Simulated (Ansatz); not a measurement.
HBr under strain

Computed with DFT r2SCAN, scalar-relativistic, plane waves, PAW in Ansatz. Settings: 500 eV cutoff, 8×4×4 k-mesh, Gaussian smearing of 0.02 eV, no spin polarisation.

The relaxed crystal:

```
H Br
1.0
     3.33719    0.00000    0.00000
     0.00000    7.59441    0.00000
     0.00000    0.00000    7.60617
H Br
4 4
Direct
  0.00000 0.00000 0.00000
  0.00000 0.50000 0.50000
  0.50000 0.00000 0.50000
  0.50000 0.50000 0.00000
  0.50000 0.00000 0.00000
  0.50000 0.50000 0.50000
  0.00000 0.00000 0.50000
  0.00000 0.50000 0.00000
```

Deformation: c alone is stretched, the rest of the cell is held and the atoms relax, all within the symmetry that the strain leaves. Energies are extrapolated to zero smearing. On this cell's mesh the reference holds a stress of up to 0.15 GPa. Gaps are generalised Kohn–Sham gaps, read on the k-mesh where the zone wasn't searched.

```
strain (%)  ΔE (meV/atom) a (Å) b (Å) c (Å) gap (eV)
      -4.5            1.4  3.337  7.594  7.264      1.53
      -3.0            0.6  3.337  7.594  7.378      1.59
      -1.5            0.1  3.337  7.594  7.492      1.64
      +0.0            0.0  3.337  7.594  7.606      1.68
      +1.5            0.1  3.337  7.594  7.720      1.71
      +3.0            0.4  3.337  7.594  7.834      1.73
      +4.5            0.8  3.337  7.594  7.948      1.74
```

**Question.** What stiffness (1/V) d²E/dε² at zero strain does a cubic fit over all points give?

**Answer.** A cubic fit gives (1/V) d²E/dε² = 7 GPa at zero strain (the elastic constant along c at held a and b).